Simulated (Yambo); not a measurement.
**Optical response of RbScS2O8**

```
CELL_PARAMETERS angstrom
      5.05963     0.00000     0.00000
     -2.52981     4.38177     0.00000
      0.00000     0.00000     8.76851
ATOMIC_POSITIONS crystal
  O  0.09596 0.36174 0.15138
  O  0.63826 0.73422 0.15138
  O  0.26578 0.90404 0.15138
  O  0.36174 0.09596 0.84862
  O  0.73422 0.63826 0.84862
  O  0.90404 0.26578 0.84862
  O  0.33333 0.66667 0.37682
  O  0.66667 0.33333 0.62318
  S  0.33333 0.66667 0.21060
  S  0.66667 0.33333 0.78940
  Sc 0.00000 0.00000 0.00000
  Rb 0.00000 0.00000 0.50000
```

Yambo, RPA with local fields on PBEsol bands; 6×6×2 mesh, 153 bands, 3 Ry local-field block, 0.2 eV broadening; field along x.

```json
[
 {"E (eV)": "0.0", "Im ε": "0.00", "Re ε": "2.56", "Im ε, independent particles": "0.00"},
 {"E (eV)": "0.5", "Im ε": "0.00", "Re ε": "2.56", "Im ε, independent particles": "0.00"},
 {"E (eV)": "1.0", "Im ε": "0.01", "Re ε": "2.58", "Im ε, independent particles": "0.01"},
 {"E (eV)": "1.5", "Im ε": "0.01", "Re ε": "2.61", "Im ε, independent particles": "0.01"},
 {"E (eV)": "2.0", "Im ε": "0.02", "Re ε": "2.65", "Im ε, independent particles": "0.02"},
 {"E (eV)": "2.5", "Im ε": "0.03", "Re ε": "2.71", "Im ε, independent particles": "0.03"},
 {"E (eV)": "3.0", "Im ε": "0.05", "Re ε": "2.80", "Im ε, independent particles": "0.05"},
 {"E (eV)": "3.5", "Im ε": "0.08", "Re ε": "2.95", "Im ε, independent particles": "0.08"},
 {"E (eV)": "4.0", "Im ε": "0.16", "Re ε": "3.20", "Im ε, independent particles": "0.17"},
 {"E (eV)": "4.5", "Im ε": "0.68", "Re ε": "3.64", "Im ε, independent particles": "0.71"},
 {"E (eV)": "5.0", "Im ε": "1.47", "Re ε": "2.81", "Im ε, independent particles": "1.35"},
 {"E (eV)": "5.5", "Im ε": "0.74", "Re ε": "2.44", "Im ε, independent particles": "0.69"},
 {"E (eV)": "6.0", "Im ε": "1.04", "Re ε": "3.17", "Im ε, independent particles": "1.06"},
 {"E (eV)": "6.5", "Im ε": "1.56", "Re ε": "2.79", "Im ε, independent particles": "1.63"},
 {"E (eV)": "7.0", "Im ε": "1.11", "Re ε": "2.04", "Im ε, independent particles": "0.96"},
 {"E (eV)": "7.5", "Im ε": "0.87", "Re ε": "2.65", "Im ε, independent particles": "0.79"},
 {"E (eV)": "8.0", "Im ε": "1.84", "Re ε": "2.80", "Im ε, independent particles": "1.79"},
 {"E (eV)": "8.5", "Im ε": "1.59", "Re ε": "1.92", "Im ε, independent particles": "1.77"},
 {"E (eV)": "9.0", "Im ε": "1.48", "Re ε": "2.09", "Im ε, independent particles": "2.20"},
 {"E (eV)": "9.5", "Im ε": "1.32", "Re ε": "1.85", "Im ε, independent particles": "2.28"},
 {"E (eV)": "10.0", "Im ε": "1.35", "Re ε": "2.00", "Im ε, independent particles": "2.25"},
 {"E (eV)": "10.5", "Im ε": "1.60", "Re ε": "1.84", "Im ε, independent particles": "2.13"},
 {"E (eV)": "11.0", "Im ε": "1.41", "Re ε": "1.78", "Im ε, independent particles": "1.86"},
 {"E (eV)": "11.5", "Im ε": "1.42", "Re ε": "1.71", "Im ε, independent particles": "1.88"},
 {"E (eV)": "12.0", "Im ε": "1.94", "Re ε": "1.81", "Im ε, independent particles": "2.51"},
 {"E (eV)": "12.5", "Im ε": "1.33", "Re ε": "1.04", "Im ε, independent particles": "1.85"},
 {"E (eV)": "13.0", "Im ε": "1.26", "Re ε": "1.43", "Im ε, independent particles": "1.50"},
 {"E (eV)": "13.5", "Im ε": "1.35", "Re ε": "1.32", "Im ε, independent particles": "1.35"},
 {"E (eV)": "14.0", "Im ε": "1.28", "Re ε": "1.04", "Im ε, independent particles": "1.23"},
 {"E (eV)": "14.5", "Im ε": "0.95", "Re ε": "1.23", "Im ε, independent particles": "1.25"},
 {"E (eV)": "15.0", "Im ε": "1.12", "Re ε": "1.43", "Im ε, independent particles": "1.77"},
 {"E (eV)": "15.5", "Im ε": "1.22", "Re ε": "1.32", "Im ε, independent particles": "1.88"},
 {"E (eV)": "16.0", "Im ε": "1.16", "Re ε": "1.31", "Im ε, independent particles": "2.08"},
 {"E (eV)": "16.5", "Im ε": "1.23", "Re ε": "1.25", "Im ε, independent particles": "2.32"},
 {"E (eV)": "17.0", "Im ε": "1.27", "Re ε": "1.25", "Im ε, independent particles": "2.18"},
 {"E (eV)": "17.5", "Im ε": "1.31", "Re ε": "1.11", "Im ε, independent particles": "1.81"},
 {"E (eV)": "18.0", "Im ε": "1.27", "Re ε": "1.04", "Im ε, independent particles": "1.72"},
 {"E (eV)": "18.5", "Im ε": "1.22", "Re ε": "0.92", "Im ε, independent particles": "1.87"},
 {"E (eV)": "19.0", "Im ε": "1.14", "Re ε": "0.96", "Im ε, independent particles": "1.94"},
 {"E (eV)": "19.5", "Im ε": "1.17", "Re ε": "0.91", "Im ε, independent particles": "1.56"},
 {"E (eV)": "20.0", "Im ε": "1.20", "Re ε": "0.90", "Im ε, independent particles": "1.17"}
]
```

Structure narrower than a few tenths of an eV can come from the finite k mesh. Convergence of the RPA response with its 6×6×2 mesh was not tested. No excitonic effects at this level.

Geometry of the Materials Project entry, not relaxed at this level.

The structure is a Materials Project entry; no match was found in the copy of COD used, and its stability was not checked.
